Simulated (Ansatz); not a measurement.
**Al2Zn: a fit and a missing row**

Al2Zn, P-3m1, a = 2.795 Å, c = 6.876 Å. The structure is a Materials Project entry; whether it is the stable form wasn't checked. Ansatz: r2SCAN, PAW, 500 eV, Γ-centred 18×18×6 mesh on 3 atoms, Gaussian smearing 0.10 eV; no spin polarisation. Shape and atoms are relaxed at each volume; pressure is positive in compression.

```
V (Å³/atom) P (GPa)
     14.581     6.44
     15.046     2.95
     15.511     0.01
     15.977        ?
     16.442    -4.56
```

Problem. Take V0 = 15.511 Å³/atom, count pressures from its P0 = 0.01 GPa, fit the third-order Birch–Murnaghan form to the other rows, and predict the missing pressure.

Solution. With the Eulerian strain f = ½[(V0/V)^(2/3) − 1] and y = (P − P0)/[3f(1 + 2f)^(5/2)], the form is the line y = B0 + 1.5 B0 (B0′ − 4) f. Rows (f, y): 0.02104, 91.9; 0.01025, 90.9; -0.01906, 88.1. Means f = 0.004077, y = 90.300; Σ(Δf)² = 0.0008612, ΣΔfΔy = 0.08175; the slope is their ratio. y = 89.91 + 94.92 f GPa, so B0 = 89.9 GPa and B0′ = 4 + 2 × (94.92)/(3 × 89.91) = 4.70. At V = 15.977, f = -0.00977, y = 88.98 and P = -2.47 GPa. The run gave -2.48 GPa, so the fit is 0.01 GPa too high, a small miss on the scale of the series.

Cost: 5 runs of about 5 core-minutes in all, on AMD EPYC 7R13 Processor (Zen 3) (shared hosts).